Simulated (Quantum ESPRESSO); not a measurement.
## Mg3GaO4 (input and log of a self-consistent run)

Computed values, not a measurement. The program is pw.x of Quantum ESPRESSO 7.5 (plane-wave density functional theory). The cell is made up: 8 atoms on a zincblende/diamond lattice, with randomly drawn elements, strain and displacements, not relaxed. PseudoDojo standard norm-conserving files (v0.5 for PBE, v0.4.1 for LDA and PBEsol) set the functional; there is no spin polarisation, spin-orbit coupling or dispersion term, and the masses in the input are unused placeholders. A spin-polarised start on this cell or one of its family kept no moment.

Input:

```
&control calculation='scf', pseudo_dir='./dojo.nc.sr.pbe.v0_5.standard.upf', outdir='./o', disk_io='low', tprnfor=.true., tstress=.true. /
&system ibrav=0, nat=8, ntyp=3, nbnd=44, ecutwfc=84.00895049, nosym=.true., tot_charge=0,
 occupations='smearing', smearing='fd', degauss=0.0073498644
/
&electrons conv_thr=7.350e-09, electron_maxstep=60, /
ATOMIC_SPECIES
Ga 1.0 Ga.upf
Mg 1.0 Mg.upf
O 1.0 O.upf
CELL_PARAMETERS angstrom
4.7132 -0.0513 0.0265
-0.0513 4.777 -0.0529
0.0267 -0.0533 4.7283
ATOMIC_POSITIONS angstrom
Mg 0.0144 0.0107 -0.0823
Ga -0.0056 2.3839 2.3099
Mg 2.3084 -0.0535 2.3807
Mg 2.321 2.36 -0.0089
O 1.1649 1.1785 1.2283
O 1.1572 3.4846 3.5476
O 3.6066 1.1871 3.5237
O 3.4779 3.5116 1.1533
K_POINTS automatic
6 6 6 1 1 1
```

The log is shortened where brackets say so; the opening notice, blank lines, dates and the lines on written files are dropped, and the path of the files is cut. It prints rydbergs, bohrs and kilobars, and counts compression as positive stress.

```
     Program PWSCF v.7.5
     Parallel version (MPI & OpenMP), running on       4 processor cores
     Number of MPI processes:                 4
     Threads/MPI process:                     1
     [start-up lines left out]
     bravais-lattice index     =            0
     lattice parameter (alat)  =       8.9073  a.u.
     unit-cell volume          =     718.2151 (a.u.)^3
     number of atoms/cell      =            8
     number of atomic types    =            3
     number of electrons       =        67.00
     number of Kohn-Sham states=           44
     kinetic-energy cutoff     =      84.0090  Ry
     charge density cutoff     =     336.0358  Ry
     scf convergence threshold =      7.3E-09
     mixing beta               =       0.7000
     number of iterations used =            8  plain     mixing
     Exchange-correlation= PBE
                           (   1   4   3   4   0   0   0)
     [axes and pseudopotential details left out]
   Cartesian axes
     site n.     atom                  positions (alat units)
         1        Mg     tau(   1) = (   0.0030550   0.0022700  -0.0174603  )
         2        Ga     tau(   2) = (  -0.0011881   0.5057543   0.4900549  )
         3        Mg     tau(   3) = (   0.4897367  -0.0113502   0.5050754  )
         4        Mg     tau(   4) = (   0.4924098   0.5006838  -0.0018882  )
         5        O      tau(   5) = (   0.2471384   0.2500237   0.2605889  )
         6        O      tau(   6) = (   0.2455048   0.7392724   0.7526381  )
         7        O      tau(   7) = (   0.7651552   0.2518482   0.7475676  )
         8        O      tau(   8) = (   0.7378509   0.7450005   0.2446774  )
     number of k points=   108  Fermi-Dirac smearing, width (Ry)=  0.0073
     Number of k-points >= 100: set verbosity='high' to print them.
     Dense  grid:    74685 G-vectors     FFT dimensions: (  54,  54,  54)
     Estimated max dynamical RAM per process >     265.29 MB
     Estimated total dynamical RAM >    1006.48 MB
     Initial potential from superposition of free atoms
     starting charge      66.9949, renormalised to      67.0000
     Starting wfcs are   40 randomized atomic wfcs +    4 random wfcs
     total cpu time spent up to now is        3.1 secs
     per-process dynamical memory:   227.5 Mb
     Self-consistent Calculation
     iteration #  1     ecut=    84.01 Ry     beta= 0.70
     Davidson diagonalization with overlap
     ethr =  1.00E-02,  avg # of iterations =  5.3
     total cpu time spent up to now is       11.8 secs
     total energy              =    -641.25516247 Ry
     estimated scf accuracy    <       2.09886094 Ry
     iteration #  2     ecut=    84.01 Ry     beta= 0.70
     Davidson diagonalization with overlap
     ethr =  3.13E-03,  avg # of iterations =  2.0
     total cpu time spent up to now is       19.9 secs
     total energy              =    -641.65426811 Ry
     estimated scf accuracy    <       3.18328635 Ry
     iteration #  3     ecut=    84.01 Ry     beta= 0.70
     Davidson diagonalization with overlap
     ethr =  3.13E-03,  avg # of iterations =  2.0
     total cpu time spent up to now is       27.5 secs
     total energy              =    -642.25336788 Ry
     estimated scf accuracy    <       0.01702496 Ry
     iteration #  4     ecut=    84.01 Ry     beta= 0.70
     Davidson diagonalization with overlap
     ethr =  2.54E-05,  avg # of iterations =  6.6
     total cpu time spent up to now is       37.0 secs
     total energy              =    -642.25323862 Ry
     estimated scf accuracy    <       0.02321087 Ry
     iteration #  5     ecut=    84.01 Ry     beta= 0.70
     Davidson diagonalization with overlap
     ethr =  2.54E-05,  avg # of iterations =  2.0
     total cpu time spent up to now is       44.3 secs
     total energy              =    -642.25713230 Ry
     estimated scf accuracy    <       0.00154162 Ry
     iteration #  6     ecut=    84.01 Ry     beta= 0.70
     Davidson diagonalization with overlap
     ethr =  2.30E-06,  avg # of iterations =  5.1
     total cpu time spent up to now is       52.1 secs
     total energy              =    -642.25722719 Ry
     estimated scf accuracy    <       0.00016067 Ry
     iteration #  7     ecut=    84.01 Ry     beta= 0.70
     Davidson diagonalization with overlap
     ethr =  2.40E-07,  avg # of iterations =  2.0
     total cpu time spent up to now is       59.3 secs
     total energy              =    -642.25723645 Ry
     estimated scf accuracy    <       0.00001146 Ry
     iteration #  8     ecut=    84.01 Ry     beta= 0.70
     Davidson diagonalization with overlap
     ethr =  1.71E-08,  avg # of iterations =  2.0
     total cpu time spent up to now is       67.1 secs
     total energy              =    -642.25723969 Ry
     estimated scf accuracy    <       0.00000374 Ry
     iteration #  9     ecut=    84.01 Ry     beta= 0.70
     Davidson diagonalization with overlap
     ethr =  5.58E-09,  avg # of iterations =  2.0
     total cpu time spent up to now is       74.1 secs
     total energy              =    -642.25723994 Ry
     estimated scf accuracy    <       0.00000088 Ry
     iteration # 10     ecut=    84.01 Ry     beta= 0.70
     Davidson diagonalization with overlap
     ethr =  1.31E-09,  avg # of iterations =  2.0
     total cpu time spent up to now is       81.0 secs
     total energy              =    -642.25723998 Ry
     estimated scf accuracy    <       0.00000010 Ry
     iteration # 11     ecut=    84.01 Ry     beta= 0.70
     Davidson diagonalization with overlap
     ethr =  1.42E-10,  avg # of iterations =  2.0
     total cpu time spent up to now is       88.6 secs
     End of self-consistent calculation
     [lines on levels left out]
!    total energy              =    -642.25724000 Ry
     estimated scf accuracy    <          3.4E-09 Ry
     smearing contrib. (-TS)   =      -0.00358007 Ry
     internal energy E=F+TS    =    -642.25365994 Ry
     The total energy is F=E-TS. E is the sum of the following terms:
     one-electron contribution =    -367.62502948 Ry
     hartree contribution      =     206.25251551 Ry
     xc contribution           =    -123.23383687 Ry
     ewald contribution        =    -357.64730909 Ry
     convergence has been achieved in  11 iterations
     Forces acting on atoms (cartesian axes, Ry/au):
     atom    1 type  2   force =    -0.01412031   -0.00058692    0.02662735
     atom    2 type  1   force =    -0.00804512    0.00465446   -0.00384875
     atom    3 type  2   force =     0.02032800   -0.00241321   -0.00416561
     atom    4 type  2   force =     0.00393086   -0.00154750    0.00111106
     atom    5 type  3   force =    -0.00277675   -0.00465311   -0.01326419
     atom    6 type  3   force =     0.00352931    0.00743824   -0.01103086
     atom    7 type  3   force =    -0.01267546   -0.01600288   -0.00045411
     atom    8 type  3   force =     0.00982948    0.01311093    0.00502511
     Total force =     0.050704     Total SCF correction =     0.000067
     Computing stress (Cartesian axis) and pressure
          total   stress  (Ry/bohr**3)                   (kbar)     P=      -41.54
  -0.00026084   0.00004772  -0.00002965          -38.37        7.02       -4.36
   0.00004772  -0.00030849   0.00010268            7.02      -45.38       15.10
  -0.00002965   0.00010268  -0.00027776           -4.36       15.10      -40.86
     init_run     :      2.92s CPU      3.08s WALL (       1 calls)
     electrons    :     85.16s CPU     85.52s WALL (       1 calls)
     forces       :      1.11s CPU      1.11s WALL (       1 calls)
     stress       :      4.02s CPU      4.03s WALL (       1 calls)
     [timing details left out]
     PWSCF        :   1m33.31s CPU   1m33.86s WALL
     JOB DONE.
```

In other units: free energy -8738.355 eV for the cell, pressure -4.15 GPa, largest force component 0.685 eV/Å. A rerun of the same cell at another strain at 1437 eV and a 8 x 8 x 8 mesh moved values by no more than 0.007 eV in energy, 0.04 GPa in stress and 0.009 eV/Å in force.